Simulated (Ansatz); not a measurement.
Starting cell, Pd (fcc, Cu type):

```yaml
crystal:
  lattice:
    - [0.00000, 3.91144, 3.91144]
    - [1.95572, 0.00000, 1.95572]
    - [1.95572, 1.95572, 0.00000]
  atoms:
    - { symbol: Pd, position: [0.00000, 0.00000, 0.00000] }
    - { symbol: Pd, position: [0.50000, 0.00000, 0.00000] }
```

The atoms are displaced by Q × the pattern below (from a DFPT mode at L = (0.5, 0.0, 0.0), largest move 1; Q in Å), at fixed cell. It is one choice among 2 degenerate patterns. (q is in reciprocal vectors of the primitive cell; the cell shown is doubled to hold the pattern.)

```tsv
atom	x	y	z
Pd1	0.285	-0.520	0.805
Pd2	-0.285	0.520	-0.805
```

These are r2SCAN (plane waves to 500 eV, PAW, scalar-relativistic; Ansatz, a program for electronic structure) values and carry that method's errors. k mesh 10×20×20 (Γ-centred), Fermi-Dirac smearing 0.05 eV. With partly filled bands, energies and forces of such displacements shift with the k mesh and the smearing. Pd is run without spin polarisation. Pd was relaxed with its symmetry unable to fall. The PAW data are Ansatz's earlier set. 

```json
[
 {"Q (Å)": "-0.280", "−dE/dQ from forces (eV/Å)": "1.233"},
 {"Q (Å)": "-0.233", "−dE/dQ from forces (eV/Å)": "1.178"},
 {"Q (Å)": "-0.187", "−dE/dQ from forces (eV/Å)": "1.089"},
 {"Q (Å)": "-0.140", "−dE/dQ from forces (eV/Å)": "0.951"},
 {"Q (Å)": "-0.093", "−dE/dQ from forces (eV/Å)": "0.737"},
 {"Q (Å)": "-0.047", "−dE/dQ from forces (eV/Å)": "0.411"},
 {"Q (Å)": "0.000", "−dE/dQ from forces (eV/Å)": "0.000"},
 {"Q (Å)": "0.047", "−dE/dQ from forces (eV/Å)": "-0.411"},
 {"Q (Å)": "0.093", "−dE/dQ from forces (eV/Å)": "-0.737"},
 {"Q (Å)": "0.140", "−dE/dQ from forces (eV/Å)": "-0.951"},
 {"Q (Å)": "0.187", "−dE/dQ from forces (eV/Å)": "-1.089"},
 {"Q (Å)": "0.233", "−dE/dQ from forces (eV/Å)": "-1.178"},
 {"Q (Å)": "0.280", "−dE/dQ from forces (eV/Å)": "-1.233"}
]
```

**Question.** What harmonic wavenumber does the curvature at Q = 0 give?

**Answer.** 108 cm⁻¹. E″ = 9.11 eV/Å², M = Σ mᵢ|uᵢ|² = 212.8 u, ν̃ = 521.5·√(|E″|/M).

(For displaced atoms, the force is minus the slope of the energy, and its curvature is a force constant, which sets phonon frequencies.)
